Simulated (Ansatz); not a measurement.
Consider the following.

La$_{2}$Ga$_{7}$Au:
```cif
data_AuGa7La2
_chemical_formula_sum 'La2 Ga7 Au1'
_space_group_name_H-M_alt 'P 1'
_space_group_IT_number 1
_cell_length_a 4.43051
_cell_length_b 4.43051
_cell_length_c 10.43448
_cell_angle_alpha 90.000
_cell_angle_beta 90.000
_cell_angle_gamma 90.000
loop_
_space_group_symop_operation_xyz
  'x, y, z'
loop_
_atom_site_label
_atom_site_type_symbol
_atom_site_fract_x
_atom_site_fract_y
_atom_site_fract_z
_atom_site_occupancy
La1 La 0.00000 0.00000 0.99474 1
La2 La 0.50000 0.50000 0.49379 1
Ga1 Ga 0.00000 0.50000 0.25033 1
Ga2 Ga 0.50000 0.00000 0.25033 1
Ga3 Ga 0.50000 0.00000 0.74920 1
Ga4 Ga 0.00000 0.50000 0.74920 1
Ga5 Ga 0.00000 0.00000 0.62045 1
Ga6 Ga 0.00000 0.00000 0.38350 1
Ga7 Ga 0.50000 0.50000 0.88402 1
Au1 Au 0.50000 0.50000 0.12447 1
```

This is the r²SCAN-relaxed structure.

Problem. All from plane-wave PAW r²SCAN (Ansatz code), unless another level is named. Estimate the formation energy from the elements (no fitted shifts).

Solution. -0.66 eV/atom.

Problem. Predict the density of states at the Fermi level.

Solution. 0.23 states/eV per atom (mean over ±0.08 eV).

Space group P4mm. The first step of the workflow began from a Materials Project structure, measured or hypothetical; the Crystallography Open Database copy checked does not list it. With Ga and Au taken as one species the cell has the higher symmetry I4/mmm, so it may be an ordered model of a mixed-site phase. Its standing as an ambient phase is unchecked. The cell was relaxed with r²SCAN under the symmetry of its start; whether a distortion lowers the energy is not shown. The references are the lowest solids computed at this level, not always the standard phases. Scalar-relativistic: spin–orbit coupling is off unless named, which matters more the heavier the elements.

Potentials: the earlier of the program's two PAW sets.
